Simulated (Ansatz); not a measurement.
MgO:
Space group P6₃mc (No. 186); a = 3.272 Å, b = 3.272 Å, c = 4.919 Å, α = 90.00°, β = 90.00°, γ = 120.00°

```tsv
atom	site	symmetry	x	y	z
Mg	2b	3m.	0.3333	0.6667	0.0019
O	2b	3m.	0.3333	0.6667	0.4027
```

Relaxed with LDA.

### Question
Give the optical modes at the zone centre with their infrared and Raman activity from DFPT, LDA in the plane-wave PAW code Ansatz.

### Answer
Transverse frequencies, without the LO–TO term; a row sums one degenerate level.

| ω (cm⁻¹) | degeneracy | IR ((D/Å)²/amu) | Raman (Å⁴/amu) | activity | symmetry |
|---|---|---|---|---|---|
| 199 | 2 | 0.00 | 0.059 | Raman | E2 |
| 440 | 1 | 0.00 | 0 | silent | B1 |
| 441 | 1 | 17.36 | 6.8 | IR+Raman | A1 |
| 530 | 1 | 0.00 | 0 | silent | B1 |
| 541 | 2 | 0.00 | 7.0 | Raman | E2 |
| 544 | 2 | 30.50 | 2.9 | IR+Raman | E1 |

### Question
How high does the top mode go among those that the LO–TO term moves?

### Answer
732 cm⁻¹ for q along x, 732 cm⁻¹ for q along y, 676 cm⁻¹ for q along z.

Space group P6_3mc (wurtzite). The workflow started from a Materials Project entry (that database holds measured and hypothetical structures alike); the Crystallography Open Database copy checked does not list it. It is not the phase usual at ambient conditions (space group No. 225). Symmetry was held in the LDA relaxation; phonons on a q-mesh show no instability.

Potentials: the earlier of the program's two PAW sets.
